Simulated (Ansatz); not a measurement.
TaAsO₅:
```xyz
28
Lattice="11.6566 0.0000 0.0000 0.0000 5.5047 0.0000 0.0000 0.0000 6.8699" Properties=species:S:1:pos:R:3 pbc="T T T"
Ta     0.6879     1.3762     1.1069
Ta    10.9687     4.1286     5.7630
Ta     5.1404     4.1286     4.5418
Ta     6.5161     1.3762     2.3281
As     9.8618     1.3762     3.6243
As     1.7948     4.1286     3.2456
As     7.6231     4.1286     0.1893
As     4.0335     1.3762     6.6806
O      2.3897     1.3762     0.1235
O      9.2669     4.1286     6.7464
O      3.4386     4.1286     3.5585
O      8.2180     1.3762     3.3114
O      1.4305     2.7483     2.3947
O     10.2261     2.7564     4.4752
O      4.3978     2.7564     5.8296
O      7.2588     2.7483     1.0402
O      7.2588     0.0041     1.0402
O      4.3978     5.5007     5.8296
O     10.2261     5.5007     4.4752
O      1.4305     0.0041     2.3947
O      4.8255     1.3762     1.2833
O      6.8311     4.1286     5.5866
O      1.0028     4.1286     4.7183
O     10.6538     1.3762     2.1516
O      0.0000     0.0000     0.0000
O      5.8283     0.0000     3.4349
O      5.8283     2.7524     3.4349
O      0.0000     2.7524     0.0000
```

Relaxed with r²SCAN. Special points in fractions of this cell's reciprocal vectors: Γ (0.000, 0.000, 0.000); X (0.500, 0.000, 0.000); S (0.500, 0.500, 0.000); Y (0.000, 0.500, 0.000); Z (0.000, 0.000, 0.500); U (0.500, 0.000, 0.500); R (0.500, 0.500, 0.500); T (0.000, 0.500, 0.500).

**Question.** List the band energies nearest the valence-band maximum at these points for the program Ansatz at the r²SCAN level (PAW).

**Answer.** In eV from the valence-band maximum; about four levels below and three above (degenerate sets whole), none deeper than 8.9 eV; points with the same levels are listed once.

```
k                    below                above
-  -----------------------  -------------------
Γ   -0.54 -0.49 -0.06 0.00       3.71 3.76 4.08
X  -0.48 -0.48 -0.04 -0.04  3.74 3.74 4.20 4.20
S  -0.43 -0.43 -0.43 -0.43  4.66 4.66 4.66 4.66
Y  -0.52 -0.52 -0.45 -0.45  4.61 4.61 4.77 4.77
Z  -0.39 -0.39 -0.01 -0.01  3.79 3.79 4.61 4.61
U    -0.38 -0.38 0.00 0.00  3.78 3.78 4.50 4.50
R  -0.55 -0.55 -0.55 -0.55  4.38 4.38 4.38 4.38
T  -0.67 -0.67 -0.58 -0.58  4.37 4.37 4.39 4.39
```

Space group Pnma. The workflow started from a Materials Project entry (that database holds measured and hypothetical structures alike); the Crystallography Open Database copy checked does not list it. Its standing as an ambient phase is unchecked. The cell was relaxed with r²SCAN under the symmetry of its start; its stability against distortions is not shown here. The run is not spin-polarised. Scalar-relativistic: spin–orbit coupling is off unless named, which matters more the heavier the elements.

Potentials: the earlier of the program's two PAW sets.
